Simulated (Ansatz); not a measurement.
Relaxed-ion elastic tensor of Pt (fcc (Cu type), Fm-3m) in GPa (Voigt order), LDA (plane waves, PAW; program Ansatz); density 21.95 g/cm³, 14.76 Å³ per atom.

```
 384   270   270   0.0   0.0   0.0
 270   384   270   0.0   0.0   0.0
 270   270   384   0.0   0.0   0.0
 0.0   0.0   0.0  91.6   0.0   0.0
 0.0   0.0   0.0   0.0  91.6   0.0
 0.0   0.0   0.0   0.0   0.0  91.6
```

Question: Is the crystal mechanically stable?

Answer: Yes: the smallest eigenvalue of C is 91.6 GPa.

Question: Work out the Voigt, Reuss and Hill averages.

Answer: K_V = 308, K_R = 308, K_H = 308; G_V = 77.7, G_R = 73.7, G_H = 75.7 GPa.

Question: Give Young's modulus, Poisson's ratio, Pugh's ratio and the universal anisotropy index.

Answer: E = 9KG/(3K + G) = 210 GPa; ν = 0.39; K/G = 4.06 (ductile by the Pugh limit of 1.75); A_U = 5G_V/G_R + K_V/K_R − 6 = 0.27.

Question: Estimate the sound speeds and the Debye temperature.

Answer: v_l = √((K + 4G/3)/ρ) = 4310 m/s, v_t = √(G/ρ) = 1860 m/s, mean 2100 m/s; Θ = (h/k)(3n/4πV)^(1/3) v_m = 255 K.

Question: Give the Zener ratio and Young's modulus along [100], [110] and [111].

Answer: A = 2C44/(C11 − C12) = 1.61; 1/E = S11 − 2(S11 − S12 − S44/2)Γ with Γ = 0, 1/4, 1/3 gives 161, 220, 250 GPa.

Question: Solve the Christoffel equation for the three sound speeds along [100], [110], [111].

Answer: Eigenvalues of C_ijkl n_j n_l equal ρv². In km/s, slowest first: [100] 2.04, 2.04, 4.18; [110] 1.61, 2.04, 4.36; [111] 1.77, 1.77, 4.42.

The cell was relaxed with LDA under the symmetry of its start. The run is not spin-polarised. As this level gives no gap, shear constants depend on the k-mesh and smearing (Fermi–Dirac, 0.1 eV here). On the denser mesh and wider smearing of the elastic run this cell carries a stress of 0.4 GPa. Spin–orbit coupling is left out wherever it is not named.

Potentials: the earlier of the program's two PAW sets. The files were generated under PBE; for other functionals the program regenerates the frozen cores, and for LDA and PBEsol the local potential too.
